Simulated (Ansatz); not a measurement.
Β-Si3N4, 14 atoms and 64 valence electrons in a cell of about 146 Å³, was run 9 times in the PAW code Ansatz, each time on 1 × NVIDIA H100 80GB HBM3 with 2 threads of AMD EPYC 7R13 Processor (Zen 3), on a shared host. The times are single readings and vary with the host's load.

```json
{"run": "relaxation, PBE", "k mesh": "6×6×8", "irreducible k": "40", "cutoff (eV)": "420", "plane waves": "2907", "bands": "46", "SCF iterations": "42", "wall time": "?", "peak host memory (GiB)": "?"}
{"run": "relaxation, r2SCAN", "k mesh": "6×6×8", "irreducible k": "40", "cutoff (eV)": "500", "plane waves": "3695", "bands": "46", "SCF iterations": "31", "wall time": "34 s", "peak host memory (GiB)": "1.4"}
{"run": "bands, PBE", "k mesh": "6×6×8", "irreducible k": "40", "cutoff (eV)": "420", "plane waves": "2823", "bands": "39", "SCF iterations": "7", "wall time": "?", "peak host memory (GiB)": "?"}
{"run": "single point, r2SCAN", "k mesh": "6×6×8", "irreducible k": "40", "cutoff (eV)": "500", "plane waves": "3695", "bands": "39", "SCF iterations": "8", "wall time": "?", "peak host memory (GiB)": "?"}
{"run": "single point, HSE06", "k mesh": "3×3×6", "irreducible k": "12", "cutoff (eV)": "420", "plane waves": "2823", "bands": "39", "SCF iterations": "13", "wall time": "77 s", "peak host memory (GiB)": "2.4"}
{"run": "field response, r2SCAN", "k mesh": "6×6×8", "irreducible k": "148", "cutoff (eV)": "500", "plane waves": "3695", "bands": "46", "SCF iterations": "15", "wall time": "4.1 min", "peak host memory (GiB)": "6.1"}
{"run": "relaxation, PBEsol", "k mesh": "6×6×8", "irreducible k": "40", "cutoff (eV)": "420", "plane waves": "2859", "bands": "46", "SCF iterations": "36", "wall time": "35 s", "peak host memory (GiB)": "1.2"}
{"run": "Γ phonons, PBEsol", "k mesh": "6×6×6", "irreducible k": "112", "cutoff (eV)": "420", "plane waves": "2859", "bands": "46", "SCF iterations": "14", "wall time": "2.8 min", "peak host memory (GiB)": "3.9"}
{"run": "single point, PBE0", "k mesh": "3×3×6", "irreducible k": "12", "cutoff (eV)": "420", "plane waves": "2823", "bands": "39", "SCF iterations": "13", "wall time": "?", "peak host memory (GiB)": "?"}
```

Problem. What time and memory did the runs marked ? need?

Solution.
```csv
run,wall time,peak host memory (GiB)
"bands, PBE",19 s,1.1
"relaxation, PBE",40 s,1.2
"single point, r2SCAN",17 s,1.3
"single point, PBE0",84 s,2.4
```
